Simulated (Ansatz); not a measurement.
Starting cell, KTaO₃ (cubic perovskite):

```xyz
5
Lattice="4.0232 0.0000 0.0000 0.0000 4.0232 0.0000 0.0000 0.0000 4.0232" Properties=species:S:1:pos:R:3 pbc="T T T"
K      0.0000     0.0000     0.0000
Ta     2.0116     2.0116     2.0116
O      0.0000     2.0116     2.0116
O      2.0116     2.0116     0.0000
O      2.0116     0.0000     2.0116
```

In each cell atom 1 (K, nearest neighbour O at 2.845 Å; its periodic images, 4.0 Å or more away, move with it) moves by s·(-0.707, -0.707, 0.000) (towards the nearest neighbour), the rest being held.

Calculation: PBE (plane waves to 420 eV, PAW, scalar-relativistic; Ansatz, a program for electronic structure). k mesh 7×7×7 (Γ-centred), Fermi-Dirac smearing 0.05 eV. E stands for the smeared free energy. KTaO3 is run without spin polarisation. KTaO3 was relaxed with its symmetry unable to fall. Spin-orbit coupling is left out, though Ta is heavy. The PAW data are Ansatz's earlier set. The zero of ΔE is the undisplaced structure.

Successive frames, forces in eV/Å:

| frame | ΔE (eV/cell) | F on K1 | F on Ta2 | F on O3 | F on O4 | F on O5 |
|---|---|---|---|---|---|---|
| s = -0.224 Å | 0.0985 | (-0.646, -0.646, 0.000) | (0.360, 0.360, 0.000) | (0.108, 0.072, 0.000) | (0.106, 0.106, 0.000) | (0.072, 0.108, 0.000) |
| s = -0.168 Å | 0.0545 | (-0.468, -0.468, 0.000) | (0.267, 0.267, 0.000) | (0.081, 0.053, 0.000) | (0.068, 0.068, 0.000) | (0.053, 0.081, 0.000) |
| s = -0.112 Å | 0.0239 | (-0.305, -0.305, 0.000) | (0.176, 0.176, 0.000) | (0.054, 0.035, 0.000) | (0.039, 0.039, 0.000) | (0.035, 0.054, 0.000) |

Problem. What are the energy and the forces in the next frame, s = -0.056 Å?

Solution. ΔE (eV/cell) = 0.0059.

| atom | Fx | Fy | Fz |
|---|---|---|---|
| K1 | -0.150 | -0.150 | 0.000 |
| Ta2 | 0.088 | 0.088 | 0.000 |
| O3 | 0.027 | 0.018 | 0.000 |
| O4 | 0.018 | 0.018 | 0.000 |
| O5 | 0.018 | 0.027 | 0.000 |

(For displaced atoms, the force is minus the slope of the energy, and its curvature is a force constant, which sets phonon frequencies.)
